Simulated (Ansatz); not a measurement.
# Zn: enthalpy under pressure, worked through

These are results of Ansatz 0.2.0, DFT PBEsol, scalar-relativistic, plane waves, PAW, not measurements. Run with 420 eV cutoff, 18×18×8 k-mesh, Gaussian smearing of 0.10 eV, no spin polarisation.

Reference structure (relaxed):

```xyz
2
Lattice="2.5927 0.0000 0.0000 -1.2964 2.2453 0.0000 0.0000 0.0000 4.8947" Properties=species:S:1:pos:R:3 pbc="T T T"
Zn    0.0000    1.4969    1.2237
Zn    1.2964    0.7484    3.6710
```

Cell and atoms were relaxed at each target pressure within the start's symmetry (P6_3/mmc), at zero temperature; other phases can be more stable under pressure. H = E + PV with P the target; E is the free energy at the smearing used, whose derivative the pressure is, per atom and counted from zero pressure. The mesh named is that at zero pressure; some other pressures ran on another.

| P (GPa) | V (Å³/atom) | E − E0 (meV) | H − H0 (meV) |
| --- | --- | --- | --- |
| 0 | 14.247 | 0.0 | 0.0 |
| 3 | 13.720 | 4.4 | 261.3 |
| 8 | 13.118 | 24.8 | 679.8 |
| 15 | 12.366 | 73.1 | 1230.8 |
| 30 | 11.459 | 197.4 | 2343.0 |
| 60 | 10.323 | 506.9 | 4372.8 |

Problem. Thermodynamics gives dH/dP = V along a relaxed path. Integrate V over P by the trapezoid rule and compare with the computed enthalpies.

Solution. With 1 eV/Å³ = 160.22 GPa, each step adds the mean volume times ΔP / 160.22:
```
P (GPa)  ∫V dP (meV) H − H0 (meV) difference (meV)
      3        261.8         261.3               0.5
      8        680.6         679.8               0.8
     15       1237.3        1230.8               6.5
     30       2352.6        2343.0               9.6
     60       4391.8        4372.8              19.1
```

V(P) curves upward, so the trapezoid rule runs high; integrating a smooth curve through the same points (P as a polynomial of degree 4 in ln V) puts that excess at about 13.0 meV at 60 GPa, against the 19.1 meV found. What is left comes from the shape of V(P) between points this far apart, and from the mesh, the smearing and the stress tolerance.

Problem. At 60 GPa, how much of the enthalpy change is stored energy and how much is the PV term?

Solution. E rises by 507 meV/atom and PV is 60 × 10.323 / 160.22 = 3866 meV/atom, so PV makes 88 % of ΔH. So between rival structures at high pressure a small difference in volume can outweigh the difference in energy: 1 % of this volume is worth 38.7 meV/atom at this pressure.

Problem. What bulk modulus do the lowest pressures give, and how is the compression shared among the axes?

Solution. From the pressures that the runs reached, -3.01 GPa (14.921 Å³) and 2.98 GPa (13.720 Å³), B = −ΔP/Δln V = 5.99 / 0.0839 = 71 GPa, a mean over that range. The linear compressibilities −Δln(length)/ΔP are 1.25 along a, 1.25 along b, 11.50 along c (in TPa⁻¹). With fixed angles they add up to 1/B: 14.01 against 14.01. Softest: c, at 82 % of the volume change per axis.